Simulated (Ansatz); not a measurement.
GaS:
```
GaS
1.0
    3.54051     0.00000     0.00000
   -1.77025     3.06617     0.00000
    0.00000     0.00000    35.00000
S Ga
2 2
Cartesian
  0.00000   2.04411  15.22225
  1.77025   1.02206  19.77775
  0.00000   0.00000  16.29821
  0.00000   0.00000  18.70179
```
The layer is periodic in x and y and isolated along z.

Relaxed with LDA.

Question: All from the program Ansatz at the LDA level (PAW), unless another level is named. Give the conduction-band minimum.

Answer: at Γ.

Question: Predict the electron affinity (Kohn–Sham).

Answer: 3.81 eV.

Question: Next, the ionisation potential (Kohn–Sham)?

Answer: 6.41 eV.

Question: Next, the valence-band maximum?

Answer: on the Γ–M line, 33 % of the way from Γ.

Space group P-3m1. The layer was cut from a bulk entry of the Materials Project (measured or hypothetical); whether that bulk phase is the ambient one, and whether the layer has been isolated, was not checked. The cell was relaxed with LDA under the symmetry of its start; whether a distortion lowers the energy is not shown. Spin–orbit coupling is left out wherever it is not named.

Potentials: the later of the program's two PAW sets.

Edges and masses are those of Kohn–Sham bands, whose gap is no quasiparticle gap.
